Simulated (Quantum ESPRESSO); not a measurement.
## Mo3WSe6PCl (one run as intended and one with a planted mistake)

A calculation, not a measurement. The program is pw.x of Quantum ESPRESSO 7.5 (plane-wave density functional theory). The cell is made up: 12 atoms on a layered 2H lattice, with randomly drawn elements, strain and displacements, not relaxed. PseudoDojo standard norm-conserving files (v0.5 for PBE, v0.4.1 for LDA and PBEsol) set the functional; there is no spin polarisation, spin-orbit coupling or dispersion term, and the masses in the input are unused placeholders.

Intended input:

```
&control calculation='scf', pseudo_dir='./dojo.nc.sr.pbe.v0_5.standard.upf', outdir='./o', disk_io='low', tprnfor=.true., tstress=.true. /
&system ibrav=0, nat=12, ntyp=5, nbnd=88, ecutwfc=85.99341389, nosym=.true., tot_charge=0,
 occupations='smearing', smearing='fd', degauss=0.0018374661
/
&electrons conv_thr=7.350e-09, electron_maxstep=60, /
ATOMIC_SPECIES
Cl 1.0 Cl.upf
Mo 1.0 Mo.upf
P 1.0 P.upf
Se 1.0 Se.upf
W 1.0 W.upf
CELL_PARAMETERS angstrom
3.2529 -0.0288 -0.016
-0.0499 5.5233 0.0667
-0.0643 0.1543 12.8665
ATOMIC_POSITIONS angstrom
Mo 0.0125 1.8633 3.2769
Mo 1.6796 0.9832 9.664
W 1.4683 4.6498 3.2276
Mo -0.0513 3.9399 9.6988
Se -0.0268 1.8982 8.0895
Se -0.0749 2.0222 11.2999
P 1.5757 0.8819 1.5106
Se 1.6577 1.0284 4.8718
Se 1.6103 4.6971 8.1645
Se 1.5145 4.8578 11.4172
Se -0.0996 3.5883 1.7304
Cl -0.0054 3.6899 4.7791
K_POINTS automatic
7 4 2 1 1 1
```

The log is shortened where brackets say so; the opening notice, blank lines, dates and the lines on written files are dropped, and the path of the files is cut. It prints rydbergs, bohrs and kilobars, and counts compression as positive stress. Where no state is partly filled, the Fermi energy that it prints is only some level between the filled and the empty states on the mesh, and need not lie in the true gap.

Log of the intended run:

```
     Program PWSCF v.7.5
     Parallel version (MPI & OpenMP), running on       4 processor cores
     Number of MPI processes:                 4
     Threads/MPI process:                     1
     [start-up lines left out]
     bravais-lattice index     =            0
     lattice parameter (alat)  =       6.1474  a.u.
     unit-cell volume          =    1559.6190 (a.u.)^3
     number of atoms/cell      =           12
     number of atomic types    =            5
     number of electrons       =       164.00
     number of Kohn-Sham states=           88
     kinetic-energy cutoff     =      85.9934  Ry
     charge density cutoff     =     343.9737  Ry
     scf convergence threshold =      7.3E-09
     mixing beta               =       0.7000
     number of iterations used =            8  plain     mixing
     Exchange-correlation= PBE
                           (   1   4   3   4   0   0   0)
     [axes and pseudopotential details left out]
   Cartesian axes
     site n.     atom                  positions (alat units)
         1        Mo     tau(   1) = (   0.0038425   0.5727826   1.0073264  )
         2        Mo     tau(   2) = (   0.5163128   0.3022379   2.9707352  )
         3        W      tau(   3) = (   0.4513587   1.4293589   0.9921714  )
         4        Mo     tau(   4) = (  -0.0157697   1.2111340   2.9814327  )
         5        Se     tau(   5) = (  -0.0082384   0.5835109   2.4867303  )
         6        Se     tau(   6) = (  -0.0230244   0.6216288   3.4736145  )
         7        P      tau(   7) = (   0.4843737   0.2710980   0.4643618  )
         8        Se     tau(   8) = (   0.5095807   0.3161325   1.4976022  )
         9        Se     tau(   9) = (   0.4950098   1.4438990   2.5097855  )
        10        Se     tau(  10) = (   0.4655607   1.4932986   3.5096727  )
        11        Se     tau(  11) = (  -0.0306173   1.1030514   0.5319288  )
        12        Cl     tau(  12) = (  -0.0016600   1.1342835   1.4691060  )
     number of k points=    28  Fermi-Dirac smearing, width (Ry)=  0.0018
                       cart. coord. in units 2pi/alat
        k(    1) = (   0.0723915   0.0735184   0.0626882), wk =   0.0714286
        k(    2) = (   0.0717830   0.0750398  -0.0637492), wk =   0.0714286
     [further k points left out]
     Dense  grid:   168003 G-vectors     FFT dimensions: (  40,  64, 144)
     Estimated max dynamical RAM per process >     547.38 MB
     Estimated total dynamical RAM >       2.02 GB
     Initial potential from superposition of free atoms
     starting charge     163.9946, renormalised to     164.0000
     Starting wfcs are  102 randomized atomic wfcs
     total cpu time spent up to now is        9.3 secs
     per-process dynamical memory:   390.7 Mb
     Self-consistent Calculation
     iteration #  1     ecut=    85.99 Ry     beta= 0.70
     Davidson diagonalization with overlap
     ethr =  1.00E-02,  avg # of iterations =  2.0
     Threshold (ethr) on eigenvalues was too large:
     Diagonalizing with lowered threshold
     Davidson diagonalization with overlap
     ethr =  6.40E-04,  avg # of iterations =  2.0
     total cpu time spent up to now is       46.8 secs
     total energy              =   -2074.60639176 Ry
     estimated scf accuracy    <       1.08502007 Ry
     iteration #  2     ecut=    85.99 Ry     beta= 0.70
     Davidson diagonalization with overlap
     ethr =  6.62E-04,  avg # of iterations =  8.4
     total cpu time spent up to now is       77.1 secs
     total energy              =   -2072.44193185 Ry
     estimated scf accuracy    <      25.61533023 Ry
     [iterations 3 to 17 left out]
     iteration # 18     ecut=    85.99 Ry     beta= 0.70
     Davidson diagonalization with overlap
     ethr =  5.65E-11,  avg # of iterations =  5.3
     total cpu time spent up to now is      430.3 secs
     total energy              =   -2075.19420422 Ry
     estimated scf accuracy    <       0.00000003 Ry
     iteration # 19     ecut=    85.99 Ry     beta= 0.70
     Davidson diagonalization with overlap
     ethr =  2.07E-11,  avg # of iterations =  3.0
     total cpu time spent up to now is      447.8 secs
     End of self-consistent calculation
     [lines on levels left out]
     the Fermi energy is    13.4704 ev
!    total energy              =   -2075.19420422 Ry
     estimated scf accuracy    <          3.7E-09 Ry
     smearing contrib. (-TS)   =      -0.00000000 Ry
     internal energy E=F+TS    =   -2075.19420422 Ry
     The total energy is F=E-TS. E is the sum of the following terms:
     one-electron contribution =   -1195.59384786 Ry
     hartree contribution      =     656.63772931 Ry
     xc contribution           =    -399.57601470 Ry
     ewald contribution        =   -1136.66207098 Ry
     convergence has been achieved in  19 iterations
     Forces acting on atoms (cartesian axes, Ry/au):
     atom    1 type  2   force =    -0.01581750   -0.09452992   -0.02661355
     atom    2 type  2   force =    -0.08710689    0.09182409    0.02222549
     atom    3 type  5   force =     0.09180828    0.04195683    0.02832639
     atom    4 type  2   force =     0.00957253   -0.09777321    0.09592829
     atom    5 type  4   force =     0.03506612    0.05189666   -0.06026239
     atom    6 type  4   force =     0.04445424    0.00522489    0.03988918
     atom    7 type  3   force =     0.00412622    0.01291633    0.03270267
     atom    8 type  4   force =    -0.00823597   -0.05699408    0.05491167
     atom    9 type  4   force =    -0.02297158    0.01442283   -0.15302150
     atom   10 type  4   force =     0.01993937   -0.06614483    0.05448373
     atom   11 type  4   force =    -0.03118721    0.07566073   -0.14643741
     atom   12 type  1   force =    -0.03964761    0.02153967    0.05786743
     Total force =     0.374706     Total SCF correction =     0.000317
     Computing stress (Cartesian axis) and pressure
          total   stress  (Ry/bohr**3)                   (kbar)     P=      134.81
   0.00070329   0.00015144   0.00006939          103.46       22.28       10.21
   0.00015144   0.00090417  -0.00049499           22.28      133.01      -72.81
   0.00006939  -0.00049499   0.00114173           10.21      -72.81      167.95
     init_run     :      8.74s CPU      9.04s WALL (       1 calls)
     electrons    :    431.28s CPU    438.48s WALL (       1 calls)
     forces       :      3.46s CPU      3.51s WALL (       1 calls)
     stress       :     11.68s CPU     11.94s WALL (       1 calls)
     [timing details left out]
     PWSCF        :   7m35.51s CPU   7m43.45s WALL
     JOB DONE.
```

A second run has one planted mistake: two atoms have their elements exchanged. The input lines that differ, file-writing options aside:

```
- Se 1.6103 4.6971 8.1645
+ Cl 1.6103 4.6971 8.1645
- Cl -0.0054 3.6899 4.7791
+ Se -0.0054 3.6899 4.7791
```

Its log:

```
     Program PWSCF v.7.5
     Parallel version (MPI & OpenMP), running on       4 processor cores
     Number of MPI processes:                 4
     Threads/MPI process:                     1
     [start-up lines left out]
     bravais-lattice index     =            0
     lattice parameter (alat)  =       6.1474  a.u.
     unit-cell volume          =    1559.6190 (a.u.)^3
     number of atoms/cell      =           12
     number of atomic types    =            5
     number of electrons       =       164.00
     number of Kohn-Sham states=           88
     kinetic-energy cutoff     =      85.9934  Ry
     charge density cutoff     =     343.9737  Ry
     scf convergence threshold =      7.3E-09
     mixing beta               =       0.7000
     number of iterations used =            8  plain     mixing
     Exchange-correlation= PBE
                           (   1   4   3   4   0   0   0)
     [axes and pseudopotential details left out]
   Cartesian axes
     site n.     atom                  positions (alat units)
         1        Mo     tau(   1) = (   0.0038425   0.5727826   1.0073264  )
         2        Mo     tau(   2) = (   0.5163128   0.3022379   2.9707352  )
         3        W      tau(   3) = (   0.4513587   1.4293589   0.9921714  )
         4        Mo     tau(   4) = (  -0.0157697   1.2111340   2.9814327  )
         5        Se     tau(   5) = (  -0.0082384   0.5835109   2.4867303  )
         6        Se     tau(   6) = (  -0.0230244   0.6216288   3.4736145  )
         7        P      tau(   7) = (   0.4843737   0.2710980   0.4643618  )
         8        Se     tau(   8) = (   0.5095807   0.3161325   1.4976022  )
         9        Cl     tau(   9) = (   0.4950098   1.4438990   2.5097855  )
        10        Se     tau(  10) = (   0.4655607   1.4932986   3.5096727  )
        11        Se     tau(  11) = (  -0.0306173   1.1030514   0.5319288  )
        12        Se     tau(  12) = (  -0.0016600   1.1342835   1.4691060  )
     number of k points=    28  Fermi-Dirac smearing, width (Ry)=  0.0018
                       cart. coord. in units 2pi/alat
        k(    1) = (   0.0723915   0.0735184   0.0626882), wk =   0.0714286
        k(    2) = (   0.0717830   0.0750398  -0.0637492), wk =   0.0714286
     [further k points left out]
     Dense  grid:   168003 G-vectors     FFT dimensions: (  40,  64, 144)
     Estimated max dynamical RAM per process >     547.38 MB
     Estimated total dynamical RAM >       2.02 GB
     Initial potential from superposition of free atoms
     starting charge     163.9946, renormalised to     164.0000
     Starting wfcs are  102 randomized atomic wfcs
     total cpu time spent up to now is        9.3 secs
     per-process dynamical memory:   390.9 Mb
     Self-consistent Calculation
     iteration #  1     ecut=    85.99 Ry     beta= 0.70
     Davidson diagonalization with overlap
     ethr =  1.00E-02,  avg # of iterations =  2.0
     total cpu time spent up to now is       29.5 secs
     total energy              =   -2073.81439678 Ry
     estimated scf accuracy    <       1.92649893 Ry
     iteration #  2     ecut=    85.99 Ry     beta= 0.70
     Davidson diagonalization with overlap
     ethr =  1.17E-03,  avg # of iterations = 10.5
     total cpu time spent up to now is       63.8 secs
     total energy              =   -2064.55251404 Ry
     estimated scf accuracy    <     291.61943220 Ry
     [iterations 3 to 20 left out]
     iteration # 21     ecut=    85.99 Ry     beta= 0.70
     Davidson diagonalization with overlap
     ethr =  2.45E-11,  avg # of iterations =  3.2
     total cpu time spent up to now is      427.7 secs
     total energy              =   -2075.13777017 Ry
     estimated scf accuracy    <          9.4E-09 Ry
     iteration # 22     ecut=    85.99 Ry     beta= 0.70
     Davidson diagonalization with overlap
     ethr =  5.73E-12,  avg # of iterations =  6.0
     total cpu time spent up to now is      447.1 secs
     End of self-consistent calculation
     [lines on levels left out]
     the Fermi energy is    13.2983 ev
!    total energy              =   -2075.13777017 Ry
     estimated scf accuracy    <          1.1E-09 Ry
     smearing contrib. (-TS)   =      -0.00109815 Ry
     internal energy E=F+TS    =   -2075.13667202 Ry
     The total energy is F=E-TS. E is the sum of the following terms:
     one-electron contribution =   -1141.49455374 Ry
     hartree contribution      =     629.43020213 Ry
     xc contribution           =    -399.56217911 Ry
     ewald contribution        =   -1163.51014131 Ry
     convergence has been achieved in  22 iterations
     Forces acting on atoms (cartesian axes, Ry/au):
     atom    1 type  2   force =    -0.00562418   -0.12538864   -0.07712794
     atom    2 type  2   force =    -0.07376558    0.03042705   -0.00656671
     atom    3 type  5   force =     0.10606579    0.06060004   -0.02652827
     atom    4 type  2   force =    -0.00824542   -0.03320334    0.03970015
     atom    5 type  4   force =     0.03465084    0.05381784   -0.06146322
     atom    6 type  4   force =     0.03911196    0.01802976    0.04898025
     atom    7 type  3   force =     0.00076046    0.01798245    0.03251874
     atom    8 type  4   force =    -0.00955783   -0.05320743    0.05798119
     atom    9 type  1   force =    -0.01257559    0.00891410   -0.07728791
     atom   10 type  4   force =     0.01967461   -0.07762129    0.06453708
     atom   11 type  4   force =    -0.02788321    0.06527603   -0.13754386
     atom   12 type  4   force =    -0.06261184    0.03437345    0.14280050
     Total force =     0.364031     Total SCF correction =     0.000238
     Computing stress (Cartesian axis) and pressure
          total   stress  (Ry/bohr**3)                   (kbar)     P=      134.57
   0.00072252   0.00019383  -0.00000265          106.29       28.51       -0.39
   0.00019383   0.00096038  -0.00045141           28.51      141.28      -66.40
  -0.00000265  -0.00045141   0.00106146           -0.39      -66.40      156.15
     init_run     :      8.63s CPU      8.96s WALL (       1 calls)
     electrons    :    430.33s CPU    437.87s WALL (       1 calls)
     forces       :      3.48s CPU      3.53s WALL (       1 calls)
     stress       :     11.68s CPU     11.93s WALL (       1 calls)
     [timing details left out]
     PWSCF        :   7m34.50s CPU   7m42.80s WALL
     JOB DONE.
```

|  | intended run | run with the mistake |
| --- | --- | --- |
| free energy (eV) | -28234.456 | -28233.688 |
| smearing term -TS (eV) | 0.0000 | -0.0149 |
| pressure (GPa) | 13.48 | 13.46 |
| largest force component (eV/Å) | 3.934 | 3.672 |
| largest change of a force component (eV/Å) |  | 2.184 |
| iterations | 19 | 22 |

For scale, a rerun of the intended cell at a cutoff of 1467 eV and k mesh 9 x 6 x 4 moved values by no more than 0.003 eV in energy, 0.02 GPa in stress and 0.006 eV/Å in force.